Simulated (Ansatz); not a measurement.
Starting cell, KTaO3 (cubic perovskite):

```
KTaO3
1.0
    8.04636     0.00000     0.00000
    4.02318     4.02318     0.00000
    0.00000     0.00000     4.02318
K Ta O
2 2 6
Direct
  0.00000   0.00000   0.00000
  0.50000   0.00000   0.00000
  0.00000   0.50000   0.50000
  0.50000   0.50000   0.50000
  0.75000   0.50000   0.50000
  0.25000   0.50000   0.50000
  0.00000   0.50000   0.00000
  0.50000   0.50000   0.00000
  0.25000   0.00000   0.50000
  0.75000   0.00000   0.50000
```

The atoms are displaced by Q × the pattern below (from a DFPT mode at M = (0.5, 0.5, 0.0), largest move 1; Q in Å), at fixed cell. It is one choice among 2 degenerate patterns. (q is in reciprocal vectors of the primitive cell; the cell shown is doubled to hold the pattern.)

```csv
atom,x,y,z
O5,0.000,0.000,1.000
O6,0.000,0.000,-1.000
O9,0.000,0.000,-0.953
O10,0.000,0.000,0.953
```

Atoms not listed stay in place.

The numbers are results of PBE (plane waves to 420 eV, PAW, scalar-relativistic; Ansatz, a quantum-chemistry and plane-wave program), not measurements. k mesh 8×8×8 (Γ-centred), Fermi-Dirac smearing 0.05 eV. Energies are smeared free energies. KTaO3 is run without spin polarisation. KTaO3 was relaxed with its symmetry unable to fall. Spin-orbit coupling is left out, though Ta is heavy. The PAW data are Ansatz's earlier set. ΔE is measured from the undisplaced structure.

The scan covers Q from -0.280 to 0.280 Å in 13 points.

Task: Which space group does the distorted structure have?

Result: P2/c (No. 13), lowered from Pm-3m.

Task: What is the energy change at Q = 0.280 Å?

Result: 978 meV/cell.

Task: What harmonic wavenumber does the curvature at Q = 0 give?

Result: 328 cm⁻¹.

(A displaced cell: forces are minus the slopes of the energy, force constants its curvatures, and phonons follow from these.)
